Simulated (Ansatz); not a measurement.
Space group P-4m2 (No. 115). a = 4.617 Å, b = 4.617 Å, c = 13.030 Å, α = 90.00°, β = 90.00°, γ = 90.00°
| atom | site | symmetry | x | y | z |
| --- | --- | --- | --- | --- | --- |
| In | 2g | 2mm. | 0.5000 | 0.0000 | 0.6293 |
| In | 2g | 2mm. | 0.0000 | 0.5000 | 0.8873 |
| Sb | 2f | 2mm. | 0.5000 | 0.5000 | 0.2418 |
| Sb | 1d | -4m2 | 0.0000 | 0.0000 | 0.5000 |
| As | 1a | -4m2 | 0.0000 | 0.0000 | 0.0000 |

Equation of state of this In$_{4}$Sb$_{3}$As structure (not necessarily the ground state), with shape and atoms relaxed at each volume where symmetry leaves them free. It has no gap at any of these volumes. Computed with DFT PBE, scalar-relativistic, plane waves, PAW (Ansatz 0.2.0).

Plane waves to 420 eV, a k mesh through Γ of 8×8×4 on the computed 8-atom cell and Gaussian smearing (0.10 eV); no spin polarisation.

| V (Å³/atom) | E − E(largest V) (meV/atom) | P (GPa) |
| --- | --- | --- |
| 32.631 | 3.62 | 2.81 |
| 33.672 | -9.55 | 1.28 |
| 34.714 | -13.61 | 0.00 |
| 35.755 | -10.01 | -1.08 |
| 36.797 | 0.00 | -1.98 |

Task: Fit a third-order Birch–Murnaghan equation, E = E0 + (9V0B0/16)·[(x − 1)³B0' + (x − 1)²(6 − 4x)] with x = (V0/V)^(2/3), to E(V).

Result: V0 = 34.71 Å³/atom, B0 = 39 GPa, B0' = 4.9.

Spin-orbit coupling is left out, which matters for the bands of heavy elements.

The cell was found from a structure generator's guess, not taken from experiment.
